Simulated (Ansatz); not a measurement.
Ta2GeN:
```
CELL_PARAMETERS angstrom
      3.27575     0.00000     0.00000
     -1.63787     2.83688     0.00000
      0.00000     0.00000    11.99076
ATOMIC_POSITIONS crystal
  Ge 0.33333 0.66667 0.75000
  Ge 0.66667 0.33333 0.25000
  Ta 0.33333 0.66667 0.09213
  Ta 0.66667 0.33333 0.59213
  Ta 0.66667 0.33333 0.90787
  Ta 0.33333 0.66667 0.40787
  N  0.00000 0.00000 0.00000
  N  0.00000 0.00000 0.50000
```

This is the r²SCAN-relaxed structure. x, y and z are the axes in which the lattice vectors are written.

Q: All from r²SCAN (plane waves, PAW; program Ansatz), unless another level is named. Give the bulk modulus (Birch–Murnaghan fit).

A: 225 GPa.

Q: Give the elastic constants (relaxed ions, GPa).

A: C11 = 281, C12 = 188, C13 = 195, C33 = 350, C44 = 165.

Space group P6_3/mmc. The start of the workflow was typed in or built on a structure type; neither database checked (COD, Materials Project) lists it. Whether it is the stable phase at ambient conditions was not checked. The cell was relaxed with r²SCAN under the symmetry of its start; its stability against distortions is not shown here. The run is not spin-polarised. As this level gives no gap, shear constants depend on the k-mesh and smearing (Fermi–Dirac, 0.1 eV here). On the denser mesh and wider smearing of the elastic run this cell carries a stress of 0.5 GPa. Spin–orbit coupling is left out wherever it is not named.

Potentials: the earlier of the program's two PAW sets.
